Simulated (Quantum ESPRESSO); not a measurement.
# Kohn-Sham bands of Te$_{2}$Mo (P-6m2, isolated units)

```
Te2Mo
1.0
    3.56023     0.00000     0.00000
   -1.78012     3.08325     0.00000
    0.00000     0.00000    17.52406
Te Mo
2 1
Direct
  0.33333   0.66667   0.89786
  0.33333   0.66667   0.10214
  0.00000   0.00000   0.00000
```

Materials Project entry mp-1023935; symmetrised, unrelaxed at this level. Level: PBEsol, spinors with spin-orbit coupling; pw.x of Quantum ESPRESSO at 64 Ry with PseudoDojo potentials, 4×4×4 k-points, Wannier90. Density: 12×12×1 mesh, cold smearing 0.01 Ry. The cell is built of weakly bound layers, chains or molecules, whose nearest atoms lie 13.94 Å apart, far more than in van der Waals crystals (3.2 to 4.2 Å): it describes nearly isolated units, such as a monolayer, not the bulk crystal.

Q: List the Kohn-Sham levels between −8 and 3.9 eV relative to the valence-band maximum at the high-symmetry points, as a band run of pw.x on that density gives them (levels within 2 meV counted together).

A: 
```json
[
 {"point": "Γ", "k (reciprocal lattice)": "0.000 0.000 0.000", "levels (eV)": "-5.06 (×2), -2.06 (×2), -1.79 (×2), -1.59 (×2), -1.19 (×2), -0.89 (×2), -0.46 (×2), 2.61 (×2), 2.94 (×2), 3.26 (×2), 3.54 (×2)"},
 {"point": "M", "k (reciprocal lattice)": "0.500 0.000 0.000", "levels (eV)": "-5.49 (×2), -4.63 (×2), -3.42 (×2), -2.42 (×2), -1.71 (×2), -0.83 (×2), -0.42 (×2), 1.27 (×2), 1.63 (×2), 3.20 (×2), 3.59 (×2), 3.85 (×2)"},
 {"point": "K", "k (reciprocal lattice)": "0.333 0.333 0.000", "levels (eV)": "-4.77, -4.63, -4.44, -4.27, -4.06, -3.75, -3.40, -3.00, -2.86, -2.78, -1.78, -1.76, -0.22, 0.00, 0.91, 0.95, 1.81, 1.87, 2.35, 2.48, 3.89"},
 {"point": "A", "k (reciprocal lattice)": "0.000 0.000 0.500", "levels (eV)": "-5.06 (×2), -2.06 (×2), -1.79 (×2), -1.59 (×2), -1.19 (×2), -0.89 (×2), -0.46 (×2), 2.61 (×2), 2.94 (×2), 3.26 (×2), 3.54 (×2)"},
 {"point": "L", "k (reciprocal lattice)": "0.500 0.000 0.500", "levels (eV)": "-5.49 (×2), -4.63 (×2), -3.42 (×2), -2.42 (×2), -1.71 (×2), -0.83 (×2), -0.42 (×2), 1.27 (×2), 1.63 (×2), 3.20 (×2), 3.59 (×2), 3.85 (×2)"},
 {"point": "H", "k (reciprocal lattice)": "0.333 0.333 0.500", "levels (eV)": "-4.77, -4.63, -4.44, -4.27, -4.06, -3.75, -3.40, -3.00, -2.86, -2.78, -1.78, -1.76, -0.22, 0.00, 0.91, 0.95, 1.81, 1.87, 2.35, 2.48, 3.89"}
]
```
